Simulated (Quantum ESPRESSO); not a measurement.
Li5W3, input and log of a self-consistent run

Computed values, not a measurement. The program is pw.x of Quantum ESPRESSO 7.5 (plane-wave density functional theory). The cell is made up: eight metal atoms on a hexagonal close-packed lattice, with elements, volume, strain and displacements drawn at random and not relaxed, so it may be unstable or far from any real phase. PseudoDojo standard norm-conserving files set the functional (PBE unless stated); there is no spin polarisation or spin-orbit coupling, the Fermi-Dirac width of 0.25 eV means electrons at about 2900 K, and the masses in the input are unused placeholders. Heavy elements are run without spin-orbit coupling, which real alloys of them have. A spin test at this wide smearing found no moment, but such smearing suppresses magnetism that the real alloy may have.

Input:

```
&control calculation='scf', pseudo_dir='./dojo.nc.sr.pbe.v0_5.standard.upf', outdir='./o', disk_io='minimal', tprnfor=.true., tstress=.true. /
&system ibrav=0, nat=8, ntyp=2, nbnd=41, ecutwfc=74.01313486, nosym=.true., tot_charge=0,
 occupations='smearing', smearing='fd', degauss=0.0183746611
/
&electrons conv_thr=1.470e-08, electron_maxstep=70, mixing_beta=0.5 /
ATOMIC_SPECIES
Li 1.0 Li.upf
W 1.0 W.upf
CELL_PARAMETERS angstrom
-3.0313 0.0344 0.0037
0.0059 -0.027 -4.8479
0.119 -10.708 -0.0586
ATOMIC_POSITIONS angstrom
Li 0.0349 0.0932 -0.102
Li 0.0376 -5.3393 -0.1396
Li 0.0475 -3.6454 -2.4046
Li 0.0874 -8.9151 -2.4105
Li -1.3532 -2.64 -0.0555
W -1.3812 -7.9686 -0.006
W -1.4535 -0.9333 -2.425
W -1.4488 -6.1342 -2.3843
K_POINTS automatic
9 6 3 1 1 1
```

The log is shortened where brackets say so; the opening notice, blank lines, dates and the lines on written files are dropped, and the path of the files is cut. It prints rydbergs, bohrs and kilobars, and counts compression as positive stress. Its total energy is the free energy E - TS of the whole cell.

```
     Program PWSCF v.7.5
     Parallel version (MPI & OpenMP), running on       4 processor cores
     Number of MPI processes:                 4
     Threads/MPI process:                     1
     [start-up lines left out]
     bravais-lattice index     =            0
     lattice parameter (alat)  =       5.7287  a.u.
     unit-cell volume          =    1061.7419 (a.u.)^3
     number of atoms/cell      =            8
     number of atomic types    =            2
     number of electrons       =        57.00
     number of Kohn-Sham states=           41
     kinetic-energy cutoff     =      74.0131  Ry
     charge density cutoff     =     296.0525  Ry
     scf convergence threshold =      1.5E-08
     mixing beta               =       0.5000
     number of iterations used =            8  plain     mixing
     Exchange-correlation= PBE
                           (   1   4   3   4   0   0   0)
     [axes and pseudopotential details left out]
   Cartesian axes
     site n.     atom                  positions (alat units)
         1        Li     tau(   1) = (   0.0115125   0.0307439  -0.0336467  )
         2        Li     tau(   2) = (   0.0124031  -1.7612748  -0.0460498  )
         3        Li     tau(   3) = (   0.0156688  -1.2025080  -0.7932054  )
         4        Li     tau(   4) = (   0.0288306  -2.9408239  -0.7951516  )
         5        Li     tau(   5) = (  -0.4463801  -0.8708567  -0.0183078  )
         6        W      tau(   6) = (  -0.4556164  -2.6286019  -0.0019792  )
         7        W      tau(   7) = (  -0.4794660  -0.3078677  -0.7999347  )
         8        W      tau(   8) = (  -0.4779156  -2.0234884  -0.7865090  )
     number of k points=    81  Fermi-Dirac smearing, width (Ry)=  0.0184
                       cart. coord. in units 2pi/alat
        k(    1) = (  -0.0561619  -0.0475243  -0.0519138), wk =   0.0246914
        k(    2) = (  -0.0540210   0.1412424  -0.0529625), wk =   0.0246914
     [further k points left out]
     Dense  grid:    91389 G-vectors     FFT dimensions: (  32,  54, 120)
     Estimated max dynamical RAM per process >     271.43 MB
     Estimated total dynamical RAM >    1018.79 MB
     Initial potential from superposition of free atoms
     starting charge      56.9757, renormalised to      57.0000
     Starting wfcs are   40 randomized atomic wfcs +    1 random wfcs
     total cpu time spent up to now is        4.7 secs
     per-process dynamical memory:   230.5 Mb
     Self-consistent Calculation
     iteration #  1     ecut=    74.01 Ry     beta= 0.50
     Davidson diagonalization with overlap
     ethr =  1.00E-02,  avg # of iterations =  4.8
     Threshold (ethr) on eigenvalues was too large:
     Diagonalizing with lowered threshold
     Davidson diagonalization with overlap
     ethr =  5.46E-04,  avg # of iterations =  1.9
     total cpu time spent up to now is       28.4 secs
     total energy              =    -526.46891217 Ry
     estimated scf accuracy    <       0.32715368 Ry
     iteration #  2     ecut=    74.01 Ry     beta= 0.50
     Davidson diagonalization with overlap
     ethr =  5.74E-04,  avg # of iterations =  3.5
     total cpu time spent up to now is       41.5 secs
     total energy              =    -525.95560956 Ry
     estimated scf accuracy    <      11.54338023 Ry
     iteration #  3     ecut=    74.01 Ry     beta= 0.50
     Davidson diagonalization with overlap
     ethr =  5.74E-04,  avg # of iterations =  3.2
     total cpu time spent up to now is       53.9 secs
     total energy              =    -526.34823969 Ry
     estimated scf accuracy    <       4.75181211 Ry
     iteration #  4     ecut=    74.01 Ry     beta= 0.50
     Davidson diagonalization with overlap
     ethr =  5.74E-04,  avg # of iterations =  2.6
     total cpu time spent up to now is       65.3 secs
     total energy              =    -526.40991249 Ry
     estimated scf accuracy    <       5.03034722 Ry
     iteration #  5     ecut=    74.01 Ry     beta= 0.50
     Davidson diagonalization with overlap
     ethr =  5.74E-04,  avg # of iterations =  2.0
     total cpu time spent up to now is       75.7 secs
     total energy              =    -526.58098695 Ry
     estimated scf accuracy    <       0.07321785 Ry
     [iterations 6 to 7 left out]
     iteration #  8     ecut=    74.01 Ry     beta= 0.50
     Davidson diagonalization with overlap
     ethr =  1.59E-06,  avg # of iterations =  7.0
     total cpu time spent up to now is      112.1 secs
     total energy              =    -526.59010918 Ry
     estimated scf accuracy    <       0.00012323 Ry
     iteration #  9     ecut=    74.01 Ry     beta= 0.50
     Davidson diagonalization with overlap
     ethr =  2.16E-07,  avg # of iterations =  2.0
     total cpu time spent up to now is      122.8 secs
     total energy              =    -526.59011886 Ry
     estimated scf accuracy    <       0.00000543 Ry
     iteration # 10     ecut=    74.01 Ry     beta= 0.50
     Davidson diagonalization with overlap
     ethr =  9.53E-09,  avg # of iterations =  3.4
     total cpu time spent up to now is      135.0 secs
     total energy              =    -526.59012042 Ry
     estimated scf accuracy    <       0.00000058 Ry
     iteration # 11     ecut=    74.01 Ry     beta= 0.50
     Davidson diagonalization with overlap
     ethr =  1.02E-09,  avg # of iterations =  2.7
     total cpu time spent up to now is      146.7 secs
     total energy              =    -526.59012052 Ry
     estimated scf accuracy    <       0.00000010 Ry
     iteration # 12     ecut=    74.01 Ry     beta= 0.50
     Davidson diagonalization with overlap
     ethr =  1.79E-10,  avg # of iterations =  2.1
     total cpu time spent up to now is      157.7 secs
     End of self-consistent calculation
     [lines on levels left out]
!    total energy              =    -526.59012052 Ry
     estimated scf accuracy    <       0.00000001 Ry
     smearing contrib. (-TS)   =      -0.11861145 Ry
     internal energy E=F+TS    =    -526.47150908 Ry
     The total energy is F=E-TS. E is the sum of the following terms:
     one-electron contribution =    -278.41409482 Ry
     hartree contribution      =     137.80567444 Ry
     xc contribution           =    -115.10218403 Ry
     ewald contribution        =    -270.76090467 Ry
     convergence has been achieved in  12 iterations
     Forces acting on atoms (cartesian axes, Ry/au):
     atom    1 type  1   force =     0.00143399   -0.00330912    0.00920976
     atom    2 type  1   force =     0.00359994   -0.01285333    0.01787656
     atom    3 type  1   force =     0.00255926    0.01059372   -0.00529640
     atom    4 type  1   force =     0.00220155    0.00139871   -0.00369098
     atom    5 type  1   force =    -0.00101730    0.01127164    0.00417614
     atom    6 type  2   force =     0.00007085    0.09307507   -0.00736122
     atom    7 type  2   force =    -0.00442241    0.00666120   -0.00796688
     atom    8 type  2   force =    -0.00442588   -0.10683790   -0.00694699
     Total force =     0.145723     Total SCF correction =     0.000289
     Computing stress (Cartesian axis) and pressure
          total   stress  (Ry/bohr**3)                   (kbar)     P=     -141.86
  -0.00144382   0.00002937   0.00000797         -212.39        4.32        1.17
   0.00002937  -0.00070557   0.00003067            4.32     -103.79        4.51
   0.00000797   0.00003067  -0.00074365            1.17        4.51     -109.39
     init_run     :      4.55s CPU      4.71s WALL (       1 calls)
     electrons    :    151.88s CPU    152.96s WALL (       1 calls)
     forces       :      1.51s CPU      1.54s WALL (       1 calls)
     stress       :      5.59s CPU      5.60s WALL (       1 calls)
     [timing details left out]
     PWSCF        :   2m43.57s CPU   2m44.89s WALL
     JOB DONE.
```

In other units: free energy -7164.624 eV for the cell, pressure -14.19 GPa, largest force component 2.747 eV/Å in size. The run took 167 s of wall time with four MPI processes on a shared machine (Intel Xeon, 2023 or later, virtual cores), so the time is rough. A rerun of this cell at a higher cutoff and on a denser mesh moved values by no more than 0.004 eV in energy, 0.04 GPa in stress and 0.003 eV/Å in force, and a second program with other atomic files agreed on that cell to 2 % rms in force and 0.5 GPa in pressure.